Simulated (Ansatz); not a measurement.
## Cold compression of Al (fcc type)

```
Al
1.0
     0.00000    2.02067    2.02067
     2.02067    0.00000    2.02067
     2.02067    2.02067    0.00000
Al
1
Direct
  0.00000 0.00000 0.00000
```

The cell comes from a relaxation on PAW files under the same functional.

Its volume is scaled at fixed shape and fractional positions.

Computed with Ansatz 0.2.0; functional PBE, scalar-relativistic. Settings: a Γ-centred 18×18×18 k mesh, Fermi–Dirac smearing of 0.05 eV, no spin polarisation. Methods: LAPW: all electrons, basis error target 1 meV/atom; PAW: frozen-core files, cutoff 420 eV; crystal datasets: all electrons, by PAW datasets that the program makes for each cell; norm-conserving: pseudopotentials, cutoff 544 eV; PAW (partial waves polarizable): frozen-core files, cutoff 420 eV.

Energies are extrapolated to zero smearing and count from the unscaled cell; pressure is positive in compression; gaps take the mesh and a band path. No temperature or zero-point motion is included.

```
V/V0  V (Å³/atom)  P LAPW (GPa)  ΔE LAPW (eV/atom)  P PAW − LAPW (GPa)  ΔE PAW − LAPW (meV/atom)
1.00        16.50         -0.01              0.000                0.01                       0.0
0.90        14.85             ?                  ?                   ?                         ?
0.80        13.20          28.3              0.236                0.13                       1.1
0.70        11.55          60.3              0.677                0.31                       3.3
0.60         9.90         118.3              1.566                0.68                       8.3
0.50         8.25         229.7              3.292                1.18                      17.9
0.40         6.60         466.8              6.715                0.64                      29.6
```

Fit the Vinet equation to the LAPW pressures shown (residuals weighted by 1/(|P| + 0.03·Pmax)), and predict the pressure of the withheld row.

The fit gives V0 = 16.50 Å³/atom, B0 = 76.9 GPa and B0′ = 4.61. At 14.85 Å³/atom, x = (V/V0)^(1/3) = 0.9655, and P = 3·B0·(1 − x)/x²·exp[1.5·(B0′ − 1)·(1 − x)] = 10.28 GPa. The run itself gave 10.22 GPa (+0.6 % off) and ΔE = 0.047 eV/atom.

From the table, what is the rise of the enthalpy H = E + pV up to the last row, and how stiff is the crystal between the last two rows?

ΔH = 6.715 eV + (466.8 GPa × 6.60 Å³ + 0.01 GPa × 16.50 Å³) × 0.006242 eV/(GPa·Å³) = 25.95 eV/atom, of which pV makes 74 %. The mean bulk modulus there is −ΔP/Δln V = 1060 GPa.

At the smallest volume, how far do crystal datasets and norm-conserving and PAW (partial waves polarizable) lie from LAPW in pressure?

crystal datasets: 0.00 GPa; norm-conserving: -7.25 GPa; PAW (partial waves polarizable): +0.64 GPa, on a LAPW pressure of 466.8 GPa.

How do the Löwdin populations by LAPW change from the unscaled cell to the last row?

Al 2s 1.98 → 1.92, Al 3s 0.95 → 0.70, Al 3p 2.03 → 2.35 electrons an atom. These are projections on the shells that the free atoms fill; 0.04 e a cell lies outside them at the start and 0.06 e at the end.
